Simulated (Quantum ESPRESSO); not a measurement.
## Hf4Mo2GaMg (one composition in several site orders)

A calculation, not a measurement. The program is pw.x of Quantum ESPRESSO 7.5 (plane-wave density functional theory). The cell is made up: eight metal atoms on a face-centred cubic lattice, with elements, volume, strain and displacements drawn at random and not relaxed, so it may be unstable or far from any real phase. PseudoDojo standard norm-conserving files set the functional (PBE unless stated); there is no spin polarisation or spin-orbit coupling, the Fermi-Dirac width of 0.25 eV means electrons at about 2900 K, and the masses in the input are unused placeholders. Heavy elements are run without spin-orbit coupling, which real alloys of them have. A spin test at this wide smearing found no moment, but such smearing suppresses magnetism that the real alloy may have.

The runs put one composition on the sites in different orders. Cell, positions, cutoff, mesh and smearing stay as in the input of run 1; sites are counted in its order. Stress in the tables is positive in tension.

Input of run 1:

```
&control calculation='scf', pseudo_dir='./dojo.nc.sr.pbe.v0_5.standard.upf', outdir='./o', disk_io='minimal', tprnfor=.true., tstress=.true. /
&system ibrav=0, nat=8, ntyp=4, nbnd=66, ecutwfc=84.00895049, nosym=.true., tot_charge=0,
 occupations='smearing', smearing='fd', degauss=0.0183746611
/
&electrons conv_thr=1.470e-08, electron_maxstep=70, mixing_beta=0.5 /
ATOMIC_SPECIES
Ga 1.0 Ga.upf
Hf 1.0 Hf.upf
Mg 1.0 Mg.upf
Mo 1.0 Mo.upf
CELL_PARAMETERS angstrom
2.1075 4.2444 2.1333
-0.033 4.2381 -4.2209
-4.1968 4.2473 -0.0238
ATOMIC_POSITIONS angstrom
Hf 0.0103 -0.0678 -0.0387
Mo -2.0428 2.1549 -0.0614
Ga -0.0727 2.1257 -2.0754
Mo -2.0001 4.2637 -2.0438
Hf 0.0241 4.2444 -0.0976
Hf -2.0967 6.2419 0.0541
Mg 0.0644 6.3649 -2.135
Hf -2.1346 8.5249 -2.1425
K_POINTS automatic
5 5 5 1 1 1
```

| run | elements on sites 1 to 8 | free energy less that of run 1 (eV) | -TS (eV) | pressure (GPa) | stress xx (GPa) | stress yy (GPa) | stress zz (GPa) | stress yz (GPa) | stress xz (GPa) | stress xy (GPa) | iterations |
| --- | --- | --- | --- | --- | --- | --- | --- | --- | --- | --- | --- |
| 1 | Hf Mo Ga Mo Hf Hf Mg Hf | 0.000 | -1.543 | 4.00 | -5.26 | -2.76 | -3.98 | 1.12 | 2.04 | 0.16 | 15 |
| 2 | Hf Mo Hf Hf Mo Hf Ga Mg | 0.138 | -1.598 | 5.78 | -3.98 | -6.27 | -7.09 | 0.15 | 2.22 | -1.33 | 17 |
| 3 | Hf Hf Ga Mo Mo Hf Mg Hf | -0.141 | -1.586 | 4.32 | -3.88 | -5.28 | -3.80 | 0.24 | 1.19 | -0.41 | 14 |
| 4 | Mg Hf Mo Mo Hf Hf Ga Hf | 0.172 | -1.638 | 5.26 | -4.18 | -5.33 | -6.28 | -0.04 | 1.45 | -0.28 | 17 |
| 5 | Hf Hf Mo Mo Mg Ga Hf Hf | -0.022 | -1.634 | 4.88 | -6.17 | -5.34 | -3.11 | 0.05 | 0.41 | -0.15 | 15 |
| 6 | Hf Hf Mo Hf Ga Mg Mo Hf | -0.091 | -1.611 | 4.67 | -4.53 | -3.62 | -5.87 | 0.80 | 1.44 | -0.42 | 15 |

Forces Fx Fy Fz (eV/Å):

| site | run 1 | run 2 | run 3 | run 4 | run 5 | run 6 |
| --- | --- | --- | --- | --- | --- | --- |
| 1 | -0.16 0.41 0.19 | -0.70 0.05 0.33 | -0.78 0.28 -0.25 | -0.44 0.15 0.20 | 0.11 0.56 -0.61 | -1.26 0.07 -0.57 |
| 2 | -0.10 -0.14 0.52 | 0.49 0.23 0.87 | 0.33 -0.40 0.64 | 0.58 -0.12 1.19 | -0.58 -0.81 -0.26 | 0.47 -0.56 0.47 |
| 3 | 0.64 -0.22 -0.22 | 0.11 -0.73 -0.76 | 0.63 -0.19 -0.25 | 0.06 -0.11 -0.94 | 1.09 0.28 0.28 | 0.39 -0.35 -0.01 |
| 4 | -0.64 0.08 -0.66 | -0.43 0.20 -1.13 | -0.11 0.31 -0.12 | -0.47 -0.46 -0.73 | -0.42 0.09 -0.40 | 0.15 0.48 -0.68 |
| 5 | -0.14 -0.57 0.50 | -0.27 -0.54 0.80 | 0.02 -0.38 0.16 | 0.43 -0.09 0.45 | 0.05 -0.01 0.46 | 0.41 0.01 0.69 |
| 6 | 0.34 1.21 -1.74 | 0.89 1.50 -0.40 | 0.11 1.05 -2.48 | -0.09 1.28 -1.94 | 0.07 0.50 -1.17 | 0.01 1.03 -1.10 |
| 7 | -1.14 0.26 0.32 | -0.81 -0.05 -0.10 | -0.86 0.26 0.67 | -0.54 0.38 0.48 | -1.15 0.20 0.76 | -0.43 0.27 0.37 |
| 8 | 1.21 -1.04 1.10 | 0.72 -0.66 0.39 | 0.66 -0.94 1.63 | 0.47 -1.04 1.29 | 0.83 -0.81 0.95 | 0.25 -0.95 0.83 |

The sites are displaced and not relaxed, so the energy differences mix bonding between neighbours with strain and are not ordering energies. A rerun of one cell of this series at a higher cutoff and on a denser mesh moved values by no more than 0.002 eV in energy, 0.02 GPa in stress and 0.003 eV/Å in force, and a second program with other atomic files agreed on that cell to 2 % rms in force and 0.5 GPa in pressure.